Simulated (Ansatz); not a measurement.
An elastic tensor (GPa, Voigt order, standard axes) from plane-wave PAW LDA (Ansatz code):

```
482  175  175  0.0  0.0  0.0
175  482  175  0.0  0.0  0.0
175  175  482  0.0  0.0  0.0
0.0  0.0  0.0  326  0.0  0.0
0.0  0.0  0.0  0.0  326  0.0
0.0  0.0  0.0  0.0  0.0  326
```

Q: Pick the material that matches.
A) AlN, rock salt
B) Zr3Ag, Cu3Au type
C) CuCl, zinc blende

A: A, AlN, rock salt

Space group Fm-3m (rock salt). This is a known high-pressure phase of the composition, computed here at zero pressure and temperature. The cell was relaxed with LDA under the symmetry of its start; phonons on a q-mesh show no instability.

Potentials: the later of the program's two PAW sets.
